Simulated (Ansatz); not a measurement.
Bi (fcc (Cu type), Fm-3m) under volume change, the program Ansatz at the PBEsol level (PAW), scaled uniformly.

```csv
V (Å³/atom),E − E(relaxed) (meV/atom),P (GPa)
27.537,54.0,6.89
28.445,22.7,4.23
29.353,5.3,1.94
30.261,0.0,0.00
31.169,___,___
32.077,17.8,-2.96
32.984,___,___
```

Question: What belongs in the gaps?

Answer: 
- 31.169, E − E(relaxed) (meV/atom): 4.7
- 31.169, P (GPa): -1.61
- 32.984, E − E(relaxed) (meV/atom): 37.9
- 32.984, P (GPa): -4.11

Question: What does a third-order Birch–Murnaghan fit give for V₀, B₀ and B′?

Answer: V₀ = 30.27 Å³/atom, B₀ = 58.5 GPa, B′ = 4.6.

The start of the workflow was typed in or built on a structure type; neither database checked (COD, Materials Project) lists it. It is not the phase usual at ambient conditions (space group No. 166). The cell was relaxed with PBEsol under the symmetry of its start. At this level the phase is mechanically unstable. Spin–orbit coupling is left out wherever it is not named.

Potentials: the earlier of the program's two PAW sets. The files were generated under PBE; for other functionals the program regenerates the frozen cores, and for LDA and PBEsol the local potential too.
